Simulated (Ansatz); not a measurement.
GaN:
```
GaN
1.0
    3.18286     0.00000     0.00000
   -1.59143     2.75644     0.00000
    0.00000     0.00000     5.18543
Ga N
2 2
Direct
  0.66667   0.33333   0.49918
  0.33333   0.66667   0.99918
  0.66667   0.33333   0.87582
  0.33333   0.66667   0.37582
```

x, y and z are the axes in which the lattice vectors are written.

### Question
Give the high-frequency dielectric tensor and the Born effective charge tensors of the independent atoms from DFPT, DFT-PBEsol in the program Ansatz with PAW potentials.

### Answer

ε∞:
```
5.83  0.00  0.00
0.00  5.83  0.00
0.00  0.00  6.02
```
Z* of atom 1 (Ga), rows: field, columns: displacement, in e:
```
2.61  0.00  0.00
0.00  2.61  0.00
0.00  0.00  2.75
```
Z* of atom 3 (N), rows: field, columns: displacement, in e:
```
-2.61   0.00   0.00
 0.00  -2.61   0.00
 0.00   0.00  -2.75
```

Space group P6_3mc (wurtzite). Symmetry was held in the PBEsol relaxation. Scalar-relativistic: spin–orbit coupling is off unless named, which matters more the heavier the elements.

Potentials: the earlier of the program's two PAW sets. The files were generated under PBE; for other functionals the program regenerates the frozen cores, and for LDA and PBEsol the local potential too.
